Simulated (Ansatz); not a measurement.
HfN (rock salt)

```yaml
crystal:
  lattice:
    - [0.00000, 2.26297, 2.26297]
    - [2.26297, 0.00000, 2.26297]
    - [2.26297, 2.26297, 0.00000]
  atoms:
    - { symbol: N, position: [0.00000, 0.00000, 0.00000] }
    - { symbol: Hf, position: [0.50000, 0.50000, 0.50000] }
```

Two-dimensional scan of atom 1 (N, nearest neighbour Hf at 2.263 Å; its periodic images, 3.2 Å or more away, move with it): u runs along (1.000, 0.000, 0.000), v along (0.000, 0.000, 1.000) (Cartesian). Cell and other atoms are fixed.

Method: r2SCAN (plane waves to 500 eV, PAW, scalar-relativistic; Ansatz, a program for electronic structure). k mesh 14×14×14 (Γ-centred), Fermi-Dirac smearing 0.05 eV. Energies are smeared free energies. With partly filled bands, energies and forces of such displacements shift with the k mesh and the smearing. HfN is run without spin polarisation. HfN was relaxed with its symmetry unable to fall. Spin-orbit coupling is left out, though Hf is heavy. The PAW data are Ansatz's earlier set. The last digit holds for this mesh only.

Changes of ΔE (meV/cell) from the point u = 0.000 Å, v = 0.000 Å when one coordinate moves alone (two changes are said to add if the coupling is within 5 % of the smaller one, nearly so within 20 %):

```csv
point,change
"u = 0.000 Å, v = -0.340 Å",730.9
"u = 0.000 Å, v = -0.227 Å",305.0
"u = 0.000 Å, v = -0.113 Å",74.8
"u = -0.340 Å, v = 0.000 Å",730.9
"u = -0.227 Å, v = 0.000 Å",305.0
"u = -0.113 Å, v = 0.000 Å",74.8
"u = 0.113 Å, v = 0.000 Å",74.8
"u = 0.227 Å, v = 0.000 Å",305.0
"u = 0.340 Å, v = 0.000 Å",730.9
"u = 0.000 Å, v = 0.113 Å",74.8
"u = 0.000 Å, v = 0.227 Å",305.0
"u = 0.000 Å, v = 0.340 Å",730.9
```

Task: Do the two effects add at u = 0.340 Å, v = 0.227 Å? Give the computed change.

Result: The sum of the single changes is 730.9 + (305.0) = 1035.9; the calculation gives 977.0, so the coupling contributes -58.9 (under 20 % of the smaller single change, nearly additive).

Task: What is the change at u = -0.227 Å, v = -0.113 Å, where both move, and how far is it from the sum?

Result: The sum of the single changes is 305.0 + (74.8) = 379.8; the calculation gives 372.3, so the coupling contributes -7.5 (under 20 % of the smaller single change, nearly additive).

Task: Do the two effects add at u = 0.340 Å, v = -0.340 Å? Give the computed change.

Result: The sum of the single changes is 730.9 + (730.9) = 1461.8; the calculation gives 1303.3, so the coupling contributes -158.5 (over 20 % of the smaller single change, not additive).

(For displaced atoms, the force is minus the slope of the energy, and its curvature is a force constant, which sets phonon frequencies.)
